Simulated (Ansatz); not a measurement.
Starting cell, TiAl$_{3}$ (D022 type, space group I4/mmm):

```
CELL_PARAMETERS angstrom
     -1.91209     1.91209     4.28030
      1.91209    -1.91209     4.28030
      1.91209     1.91209    -4.28030
ATOMIC_POSITIONS crystal
  Al 0.50000 0.50000 0.00000
  Al 0.75000 0.25000 0.50000
  Al 0.25000 0.75000 0.50000
  Ti 0.00000 0.00000 0.00000
```

Two-dimensional scan of atom 1 (Al, nearest neighbour Ti at 2.704 Å; its periodic images, 3.8 Å or more away, move with it): u runs along (0.707, 0.707, 0.000), v along (0.000, 0.000, 1.000) (Cartesian). Cell and other atoms are fixed.

The numbers are results of r2SCAN (plane waves to 500 eV, PAW, scalar-relativistic; Ansatz, an electronic-structure program), not measurements. k mesh 14×14×14 (Γ-centred), Fermi-Dirac smearing 0.05 eV. E stands for the smeared free energy. With partly filled bands, energies and forces of such displacements shift with the k mesh and the smearing. TiAl3 is run without spin polarisation. TiAl3 was relaxed with its symmetry unable to fall. ΔE is measured from the undisplaced structure. Axes are in Å.

**Question.** Estimate the ΔE (meV/cell) for all points of the grid u = -0.410, -0.205, 0.000, 0.205, 0.410 by v = -0.410, -0.205, 0.000, 0.205, 0.410.

**Answer.** ΔE (meV/cell), with u across and v down:

```csv
v \ u,-0.410,-0.205,0.000,0.205,0.410
-0.410,1293,604,387,604,1293
-0.205,940,291,91,291,940
0.000,834,196,0,196,834
0.205,940,291,91,291,940
0.410,1293,604,387,604,1293
```

(A displaced cell: forces are minus the slopes of the energy, force constants its curvatures, and phonons follow from these.)
